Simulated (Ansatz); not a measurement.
In2O3:
```yaml
crystal:
  lattice:
    - [5.12625, 3.30322, 0.00000]
    - [-5.12625, 3.30322, 0.00000]
    - [-2.55838, 0.00000, 5.39809]
  atoms:
    - { symbol: In, position: [0.73600, 0.05963, 0.40577] }
    - { symbol: In, position: [0.94037, 0.26400, 0.90577] }
    - { symbol: In, position: [0.05963, 0.73600, 0.09423] }
    - { symbol: In, position: [0.26400, 0.94037, 0.59423] }
    - { symbol: O, position: [0.62099, 0.19678, 0.61904] }
    - { symbol: O, position: [0.80322, 0.37901, 0.11904] }
    - { symbol: O, position: [0.96116, 0.96116, 0.25000] }
    - { symbol: O, position: [0.03884, 0.03884, 0.75000] }
    - { symbol: O, position: [0.19678, 0.62099, 0.88096] }
    - { symbol: O, position: [0.37901, 0.80322, 0.38096] }
```

Relaxed with PBE. Special points in fractions of this cell's reciprocal vectors: Γ (0.000, 0.000, 0.000); C (0.377, 0.377, 0.000); C2 (-0.377, 0.623, 0.000); Y2 (-0.500, 0.500, 0.000); M2 (-0.500, 0.500, 0.500); D (-0.284, 0.716, 0.500); D2 (0.284, 0.284, 0.500); A (0.000, 0.000, 0.500); L2 (0.000, 0.500, 0.500); V2 (0.000, 0.500, 0.000).

Question: List the band energies nearest the valence-band maximum at these points for DFT-PBE in the program Ansatz with PAW potentials.

Answer: In eV from the valence-band maximum; about four levels below and three above (degenerate sets whole), none deeper than 8.9 eV; points with the same levels are listed once.

| k | below | above |
|---|---|---|
| Γ | -0.32 -0.12 -0.08 -0.07 | 1.19 4.61 6.59 |
| C | -0.53 -0.26 -0.24 -0.15 | 3.73 3.92 5.30 |
| Y2 | -0.60 -0.18 -0.16 -0.07 | 3.58 4.05 5.56 |
| M2 | -0.48 -0.48 -0.26 -0.26 | 4.15 4.15 5.87 5.87 |
| D | -0.53 -0.53 -0.19 -0.19 | 4.32 4.32 5.17 5.17 |
| A | -0.33 -0.33 -0.22 -0.22 | 3.47 3.47 6.04 6.04 |
| L2 | -0.62 -0.38 -0.18 -0.11 | 3.96 4.57 4.92 |
| V2 | -0.46 -0.31 -0.27 -0.24 | 2.91 4.40 5.41 |

Space group C2/c. The start of the workflow was typed in or built on a structure type; neither database checked (COD, Materials Project) lists it. It is not the phase usual at ambient conditions (space group No. 206). The PBE relaxation kept the symmetry of its start; its stability against distortions is not shown here. Scalar-relativistic: spin–orbit coupling is off unless named, which matters more the heavier the elements.

Potentials: the earlier of the program's two PAW sets.
